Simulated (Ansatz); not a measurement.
With PBEsol (plane waves, PAW; program Ansatz), GaSb in the NiAs type structure (P6_3/mmc) relaxes to a = 3.871 Å, c = 7.147 Å. Ga has 6 nearest neighbours from 2.86 Å (octahedral); Sb has 6 nearest neighbours from 2.86 Å (trigonal prismatic). Its formation energy from the elements is 0.041 eV/atom, with no fitted shifts.

Electronic character: metallic (no gap). Gap from PBEsol with spin–orbit coupling: none (metallic).

An equation-of-state fit gives a bulk modulus of 622 kbar. The relaxed-ion elastic constants in GPa are C11 = 77.5, C12 = 49.7, C13 = 55.5, C33 = 90.2, C44 = 30.4. The elastic constants imply a Debye temperature near 197 K. The highest mode at Γ lies at 132 cm^-1.

The start of the workflow was typed in or built on a structure type; neither database checked (COD, Materials Project) lists it. It is not the phase usual at ambient conditions (space group No. 216). The PBEsol relaxation kept the symmetry of its start; of distortions, only those at the zone centre were tested. As this level gives no gap, shear constants depend on the k-mesh and smearing (Fermi–Dirac, 0.1 eV here). As this level gives no gap, phonon frequencies hold no LO–TO term and depend on the k-mesh and smearing (Fermi–Dirac, 0.1 eV here). On the denser mesh and wider smearing of the elastic run this cell carries a stress of 0.4 GPa. The references are the lowest solids computed at this level, not always the standard phases. Spin–orbit coupling is left out wherever it is not named.

Potentials: the later of the program's two PAW sets.
